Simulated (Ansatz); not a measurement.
RbBr:
```cif
data_BrRb
_chemical_formula_sum 'Rb1 Br1'
_space_group_name_H-M_alt 'P 1'
_space_group_IT_number 1
_cell_length_a 4.89738
_cell_length_b 4.89738
_cell_length_c 4.89738
_cell_angle_alpha 60.000
_cell_angle_beta 60.000
_cell_angle_gamma 60.000
loop_
_space_group_symop_operation_xyz
  'x, y, z'
loop_
_atom_site_label
_atom_site_type_symbol
_atom_site_fract_x
_atom_site_fract_y
_atom_site_fract_z
_atom_site_occupancy
Rb1 Rb 0.00000 0.00000 0.00000 1
Br1 Br 0.50000 0.50000 0.50000 1
```

Relaxed with r²SCAN.

Question: Give the optical modes at the zone centre with their infrared and Raman activity from DFPT, DFT-r²SCAN in the program Ansatz with PAW potentials.

Answer: Transverse frequencies, without the LO–TO term; a row sums one degenerate level.

| ω (cm⁻¹) | degeneracy | IR ((D/Å)²/amu) | Raman (Å⁴/amu) | activity | symmetry |
|---|---|---|---|---|---|
| 88 | 3 | 2.17 | 0 | IR | T1u |

Question: How high does the top mode go among those that the LO–TO term moves?

Answer: 124 cm⁻¹ for q along x.

Space group Fm-3m (rock salt). The cell was relaxed with r²SCAN under the symmetry of its start; phonons on a q-mesh show no instability.

Potentials: the later of the program's two PAW sets.
